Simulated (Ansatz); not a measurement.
Input for Ansatz (plane-wave DFT, PAW):

```yaml
crystal:
  lattice:
    - [3.145, -2.25, 0.0]
    - [3.145, 2.25, 0.0]
    - [0.0, 0.0, 8.21]
  atoms:
    - { symbol: Cl, position: [0.87, 0.13, 0.1] }
    - { symbol: Cl, position: [0.63, 0.37, 0.6] }
    - { symbol: Cl, position: [0.13, 0.87, 0.9] }
    - { symbol: Cl, position: [0.37, 0.63, 0.4] }
basis:
  ecutwfc: 420
kpoints:
  mp_grid: { grid: [6, 6, 2] }
hamiltonian:
  xc: pbesol
scf:
  occupations: { method: gaussian, width: 0.1 }
output:
  forces: true
  stress: true
  eigenvalues: true
```

Launched with
```bash
ansatz run input.yaml --threads 1 --pin off --max-ram 2560MiB --backend cpu --events-out ev --progress --plain --runs-dir out
```

Level of theory: DFT PBEsol, scalar-relativistic, plane waves, PAW (Ansatz).

Part of what the program printed, abridged:

```
Pseudopotentials: kind: paw
Pseudopotential: Cl, paw, valence charge 7, recommended cutoff 420 eV (normal)
Functional definition: PBEsol
Crystal: 4 atoms, lattice volume = 116.192 Å³
Basis set: ecut = 420 eV, 2299 PW (Γ), exchange–correlation on 54×54×120 points (8 copies of the dense FFT grid, shifted against one another)
Bands: 18, of which v1, the nominal top of the filled ones, is band 14 counted from 1 (13 counted from 0)
Symmetry: 8 space group operations
Space group: Cmce (ITA 64), of the structure as read, at distance tolerance 4.9e-5 Å
k-points: 26 of 72
Initial density: superposition of atomic densities (neutral atoms: chi_scale 0, normalization atom), corrected by the library's trained network
Initial wavefunctions: pseudopotential atomic-orbital guess
Functional: x = pbesol(κ = 0.804, μ = 0.12345679), c = pbesol(β = 0.046)
SCF iter   1: F=—  HF=-4243.141210 eV  |F-HF|=—  |Δ(HF+E_count)|=         —  Δρ=3.43e-3  dr2=1.29e-2  ethr=1.77e-3  ⟨swp⟩=6.1  Hψ=2532  notcnv=0
SCF iter   2: F=—  HF=-4243.139852 eV  |F-HF|=—  |Δ(HF+E_count)|=   1.36e-3  Δρ=1.70e-3  dr2=3.01e-3  ethr=4.61e-5  ⟨swp⟩=2.5  Hψ=977  notcnv=0
SCF iter   3: F=—  HF=-4243.139872 eV  |F-HF|=—  |Δ(HF+E_count)|=   2.04e-5  Δρ=3.04e-4  dr2=1.05e-4  ethr=1.08e-5  ⟨swp⟩=3.0  Hψ=857  notcnv=0
SCF iter   4: F=—  HF=-4243.139920 eV  |F-HF|=—  |Δ(HF+E_count)|=   4.78e-5  Δρ=1.00e-4  dr2=1.07e-5  ethr=3.74e-7  ⟨swp⟩=2.6  Hψ=710  notcnv=0
SCF iter   5: F=—  HF=-4243.139933 eV  |F-HF|=—  |Δ(HF+E_count)|=   1.28e-5  Δρ=1.83e-5  dr2=3.78e-7  ethr=3.83e-8  ⟨swp⟩=2.0  Hψ=730  notcnv=0
SCF iter   6: F=-4243.139934 eV  HF=-4243.139934 eV  |F-HF|=6.61e-8  |Δ(HF+E_count)|=   1.33e-6  Δρ=4.38e-6  dr2=1.86e-8  ethr=3.57e-10  ⟨swp⟩=5.8  Hψ=2201  notcnv=0
SCF 1 converged in 6 iterations: F = -4243.139934 eV  dr2 = 1.86e-8
SCF converged after 6 iterations
Free energy (F): -4243.139934 eV
Harris-Foulkes:  -4243.139934 eV  (|F-HF|=6.61e-8)
Internal energy: -4243.139934 eV  (E = F + TS)
E sigma→0 (E₀):  -4243.139934 eV
Fermi energy:    1.616560 eV
--- Per-component energies (eV) ---
  E_band       = -149.721400
  E_kinetic    = 636.618088
  E_local      = -1122.260625  (includes V_loc(G=0)·N_el)
  E_nonlocal   = 116.455406
  E_hartree    = 343.093276
  E_xc         = -418.980153
  E_vxc        = -478.803622  (∫ρ·V_xc dr)
  E_paw        = -2565.880640  (= ΣΔE_a)
  E_vpaw       = 12.081940  (= ΣTr[D̂ρ^β])
  E_aug_tail   = 0.000381  (compensation charges beyond the density's cutoff)
  E_ewald      = -1232.499395
  E_core_change = 0.313728  (= ΣΔE_core)
  E_smearing   =  0.000000  (= −TS)
--- Forces (eV/Å), atoms counted from 1 ---
  atom   1  Cl     0.00000000    -0.16276300    -0.05829192
  atom   2  Cl     0.00000000     0.16276300    -0.05829192
  atom   3  Cl     0.00000000     0.16276300     0.05829192
  atom   4  Cl     0.00000000    -0.16276300     0.05829192
--- Stress (GPa, compression-positive) ---
        0.197179       0.000000       0.000000
        0.000000      -1.116028       0.000000
        0.000000       0.000000      -1.642057
  P = ⅓ Tr σ = -0.8536 GPa (-8.536 kbar)
--- Band table (eV; the first three rows and the last of 26) ---
  k-point 0: bands = ["-16.2104", "-16.0072", "-12.1908", "-11.6439", "-4.9437", "-4.1242", "-2.2507", "-2.1190", "-1.7685", "-1.7601", "-0.3155", "-0.0099", "0.2523", "0.3454", "2.8311", "3.4116", "7.1239", "7.7443"]
  k-point 1: bands = ["-16.1134", "-16.1134", "-11.9197", "-11.9197", "-4.5772", "-4.5772", "-2.0565", "-2.0565", "-1.7644", "-1.7644", "-0.2578", "-0.2578", "0.2985", "0.2985", "3.0302", "3.0302", "7.6870", "7.6870"]
  k-point 2: bands = ["-16.1622", "-15.9841", "-12.1586", "-11.6893", "-4.9367", "-4.1846", "-2.4093", "-2.4071", "-1.9102", "-1.9067", "-0.1306", "0.0901", "0.2015", "0.2863", "2.8375", "3.3794", "7.6367", "8.0435"]
  k-point 25: bands = ["-15.9072", "-15.9072", "-11.8464", "-11.8464", "-4.5675", "-4.5675", "-3.2568", "-3.2568", "-2.3854", "-2.3854", "-0.3164", "-0.3164", "-0.0671", "-0.0671", "2.9401", "2.9401", "9.1738", "9.1738"]
```

The run converged.

Time: 12 s on 1 thread of Intel(R) Xeon(R) Processor @ 2.50GHz (Skylake/Cascade Lake), with other jobs on the host, peak memory 0.36 GiB.

The k mesh is coarse. The cell holds molecules, and where no dispersion correction was added their binding is poorly described.